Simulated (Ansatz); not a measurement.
Level of theory: DFT PBE, scalar-relativistic, plane waves, PAW in Ansatz. Cutoff 420 eV, Γ-centred meshes of about 0.25 Å⁻¹ or finer for metals and 0.3 Å⁻¹ for insulators (2π included), Gaussian smearing. No spin polarisation.

These are static total energies at zero pressure.

Two forms of Ga2Ge2O3 were relaxed alike.

A.

```yaml
crystal:
  lattice:
    - [-4.31553, 4.31553, 4.31553]
    - [4.31553, -4.31553, 4.31553]
    - [4.31553, 4.31553, -4.31553]
  atoms:
    - { symbol: Ga, position: [0.50000, 0.00000, 0.00297] }
    - { symbol: Ga, position: [0.00297, 0.50000, 0.00000] }
    - { symbol: Ga, position: [0.00000, 0.00297, 0.50000] }
    - { symbol: Ga, position: [0.49703, 0.49703, 0.49703] }
    - { symbol: Ge, position: [0.10919, 0.10919, 0.10919] }
    - { symbol: Ge, position: [0.00000, 0.39081, 0.50000] }
    - { symbol: Ge, position: [0.50000, 0.00000, 0.39081] }
    - { symbol: Ge, position: [0.39081, 0.50000, 0.00000] }
    - { symbol: O, position: [0.40532, 0.15532, 0.25000] }
    - { symbol: O, position: [0.09468, 0.34468, 0.75000] }
    - { symbol: O, position: [0.75000, 0.09468, 0.34468] }
    - { symbol: O, position: [0.25000, 0.40532, 0.15532] }
    - { symbol: O, position: [0.34468, 0.75000, 0.09468] }
    - { symbol: O, position: [0.15532, 0.25000, 0.40532] }
```

B.

```yaml
crystal:
  lattice:
    - [3.12913, -3.52404, 0.00000]
    - [3.12913, 3.52404, 0.00000]
    - [0.00000, 0.00000, 4.65272]
  atoms:
    - { symbol: Ga, position: [0.27399, 0.72601, 0.38969] }
    - { symbol: Ga, position: [0.72601, 0.27399, 0.38969] }
    - { symbol: Ge, position: [0.29513, 0.29513, 0.97752] }
    - { symbol: Ge, position: [0.70487, 0.70487, 0.97752] }
    - { symbol: O, position: [0.00000, 0.50000, 0.64574] }
    - { symbol: O, position: [0.50000, 0.00000, 0.64574] }
    - { symbol: O, position: [0.00000, 0.00000, 0.17343] }
```

Task: Which is lower in energy, and by how much?

Result: A is lower, by 56 meV/atom. A has space group I2_13 (No. 199), 23.0 Å³/atom and a gap of 1.79 eV on its mesh; B has space group Cmm2 (No. 35), 14.7 Å³/atom and a gap of 0.13 eV. Counting O atoms around Ga and Ge (those within 1.25 times the shortest such distance or 1.15 times the sum of covalent radii; a plus sign parts nearer from farther groups; the shortest distance is added where it is long for a bond), A has Ga 3 from 2.3 Å, Ge 3 and B has Ga 2+1, Ge 1+2. B holds Ge–Ge pairs (shortest 2.56 Å); in A the shortest Ge–Ge distance is 3.50 Å. The lower one is the more open, so pressure narrows the difference. In A, around Ga lie 3 O at 2.29 Å; Ge has 3 O at 1.96 Å; O has 2 Ge at 1.96 Å and 2 Ga at 2.29 Å. In B, Ga is surrounded by 2 O at 1.97 Å and 1 O at 2.18 Å; Ge is surrounded by 1 O at 2.06 Å, 2 O at 2.36 Å and 1 Ge at 2.56 Å; around O on a site of symmetry 2 lie 2 Ga at 1.97 Å and 2 Ge at 2.36 Å; 1 more site not described. Both come from trial cells of a structure search, whose lowest cell (P1, 16.7 Å³/atom) lies 193 meV/atom below the lower of the two.

Kohn–Sham gaps at this level usually fall short of measured ones. Small gaps are read on the mesh alone, and bands can cross between its points. Cells relaxed within their symmetry can be saddle points. Some candidate types were left out of the draw beforehand, so a known form may be missing.
